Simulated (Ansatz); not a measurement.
ZrHg: how the free axis answers a strain

ZrHg, P4/mmm, a = 3.103 Å, c = 4.253 Å. The structure is a COD entry; whether it is the stable form wasn't checked. Ansatz: PBEsol, PAW, 420 eV, Γ-centred 14×14×10 mesh on 2 atoms, Gaussian smearing 0.10 eV; no spin polarisation. Series: uniaxial strain along c, with a, b and atoms relaxed; x is the strain in per cent. y is the change of a in per cent of 3.103 Å.

```tsv
x (%)	y (%)
-4.5	2.28
-3.0	1.46
-1.5	?
0.0	0.00
1.5	-0.60
3.0	-1.17
4.5	-1.69
```

Task: Fit y = c1 x + c2 x² to the other rows, say what c1 measures, and predict the missing y.

Result: Least squares on the rows shown. y = −0.4396 x + 0.01488 x². So −c1 = 0.440 is Poisson's ratio for this pair of axes. At x = -1.5 the fit asked for gives 0.69 %. The run gave 0.66 %, so the fit is 0.03 % too high, a small miss on the scale of the series.

Spin–orbit coupling is left out, which can shift energies with elements as heavy as these.